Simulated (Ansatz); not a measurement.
# Relaxing nickel (beta-Sn type)

Level of theory: DFT, BLYP, plane waves (420 eV) with PAW, scalar-relativistic (Ansatz 0.2.0). (PAW data from PBE, frozen cores regenerated.)

k-point mesh 15×15×10, Fermi-Dirac smearing 0.05 eV, starting moments 0.80 ×2 μB. Cell and atoms relax.

Starting structure:

```yaml
crystal:
  lattice:
    - [-2.1910720922, 2.1910720922, 1.1963253623]
    - [2.1910720922, -2.1910720922, 1.1963253623]
    - [2.1910720922, 2.1910720922, -1.1963253623]
  atoms:
    - { symbol: Ni, position: [0.0, 0.0, 0.0], spin: 0.8 }
    - { symbol: Ni, position: [0.75, 0.25, 0.5], spin: 0.8 }
hamiltonian:
  xc: blyp
  pseudopotentials:
    kind: paw
    azcp:
      Ni: "pseudopotentials/Ni.paw.azcp"
basis:
  ecutwfc: 420
  fft_grid_basis: typed
kpoints:
  mp_grid: { grid: [15, 15, 10], shift: [0, 0, 0] }
magnetization:
  spin_polarized: true
scf:
  occupations: { method: fermi_dirac, width: 0.05 }
relax:
  max_steps: 60
  f_tol: 0.01
  cell: {}
```

**Question.** The pressure at the start is 16.3 GPa. By how much does the volume change?

**Answer.** From 11.49 to 12.07 Å³ per atom, 5.1 %. The final cell has a = 2.485 Å, b = 7.773 Å, c = 2.499 Å.

The cell has left the beta-Sn structure type; it ends in Cmcm.

**Question.** How much energy does the relaxation gain?

**Answer.** 258.3 meV per atom.

Path of the relaxation (the plane waves are chosen anew near the end, which can shift the energy a little):

```csv
step,E − E(final) (meV/atom),V (Å³/atom),P (GPa),max force (eV/Å)
0,258.32,11.487,16.27,0.000
1,219.50,12.010,7.87,0.000
2,205.21,12.545,0.99,0.001
3,204.95,12.626,0.08,0.001
4,204.95,12.634,-0.01,0.001
5,204.94,12.638,-0.06,0.002
6,204.82,12.647,-0.16,0.007
7,193.50,12.662,-0.93,0.056
8,171.84,12.610,-1.68,0.089
9,146.64,12.458,-1.74,0.068
10,117.98,12.229,-1.30,0.002
11,86.65,11.974,-1.08,0.045
12,71.62,11.618,1.12,0.026
13,71.18,11.706,-0.66,0.007
14,70.93,11.674,0.30,0.001
15,70.93,11.693,-0.11,0.000
16,70.92,11.687,0.00,0.000
17,27.74,11.687,5.96,0.009
18,7.71,11.875,2.78,0.051
19,0.81,12.050,0.23,0.001
20,0.63,12.064,-0.01,0.000
21,0.63,12.063,0.00,0.000
22,0.05,12.063,0.10,0.000
23,0.01,12.070,0.01,0.000
24,0.00,12.071,0.01,0.001
```

The k-point mesh keeps fewer symmetry operations than the starting structure has, so the cell can leave it.

**Question.** Which magnetic state does it end in?

**Answer.** ferromagnetic, net 0.66 μB per atom; moments 0.69 ×2 μB.
